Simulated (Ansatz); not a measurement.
A relaxation computed with Ansatz, from input to last step.

```yaml
crystal:
  lattice:
    - [2.2094674656, 1.275636636, 3.8809193141]
    - [-2.2094674656, 1.275636636, 3.8809193141]
    - [0.0, -2.5512732721, 3.8809193141]
  atoms:
    - { symbol: Sb, position: [0.2327487024, 0.2327487024, 0.2327487024] }
    - { symbol: Sb, position: [0.7672512976, 0.7672512976, 0.7672512976] }
basis:
  ecutwfc: 420
kpoints:
  mp_grid: { grid: [12, 12, 12] }
hamiltonian:
  xc: pbe
scf:
  occupations: { method: gaussian, width: 0.1 }
output:
  forces: true
  stress: true
  eigenvalues: true
relax:
  adjacent_minimum: "off"
  f_tol: 0.01
  max_steps: 30
  cell: { stress_tol: 0.1, fix: [volume] }
```

```bash
ansatz run input.yaml --threads 1 --pin off --max-ram 2560MiB --backend cpu --events-out ev --progress --plain --runs-dir out
```

Computed with Ansatz 0.2.0, DFT PBE, scalar-relativistic, plane waves, PAW.

The volume is held at 1.03 times that of the relaxed cell.

Of 5 frames 4 are shown, positions in Å and forces in eV/Å; the SCF threshold varies from step to step. Steps run on the plane waves of an earlier cell, with a Pulay correction in the pressure. The basis is chosen afresh for the last frame, the zero of the energies, and at times for earlier ones too; energy and pressure step there, also at an unchanged geometry.

```xyz
2
Lattice="2.2095 1.2756 3.8809 -2.2095 1.2756 3.8809 0.0000 -2.5513 3.8809" Properties=species:S:1:pos:R:3:forces:R:3 pbc="T T T" step=1 free_energy_over_end_meV_per_atom=1.75 pressure_GPa=-1.39
Sb    0.0000    0.0000    2.7098    0.0000    0.0000   -0.1397
Sb    0.0000    0.0000    8.9329    0.0000    0.0000    0.1397
2
Lattice="2.2065 1.2739 3.8914 -2.2065 1.2739 3.8914 0.0000 -2.5478 3.8914" Properties=species:S:1:pos:R:3:forces:R:3 pbc="T T T" step=2 free_energy_over_end_meV_per_atom=0.72 pressure_GPa=-0.80
Sb    0.0000    0.0000    2.6933    0.0000    0.0000    0.0784
Sb    0.0000    0.0000    8.9809    0.0000    0.0000   -0.0784
2
Lattice="2.2014 1.2710 3.9094 -2.2014 1.2710 3.9094 0.0000 -2.5419 3.9094" Properties=species:S:1:pos:R:3:forces:R:3 pbc="T T T" step=3 free_energy_over_end_meV_per_atom=0.10 pressure_GPa=-0.89
Sb    0.0000    0.0000    2.7121    0.0000    0.0000    0.0029
Sb    0.0000    0.0000    9.0162    0.0000    0.0000   -0.0029
2
Lattice="2.1945 1.2670 3.9342 -2.1945 1.2670 3.9342 0.0000 -2.5339 3.9342" Properties=species:S:1:pos:R:3:forces:R:3 pbc="T T T" step=5 free_energy_over_end_meV_per_atom=0.00 pressure_GPa=-0.79
Sb    0.0000    0.0000    2.7281    0.0000    0.0000   -0.0049
Sb    0.0000    0.0000    9.0745    0.0000    0.0000    0.0049
```

The run took 2.5 min on 1 thread of Intel(R) Xeon(R) Processor @ 2.50GHz (Skylake/Cascade Lake), with other jobs on the host, peak memory 0.51 GiB.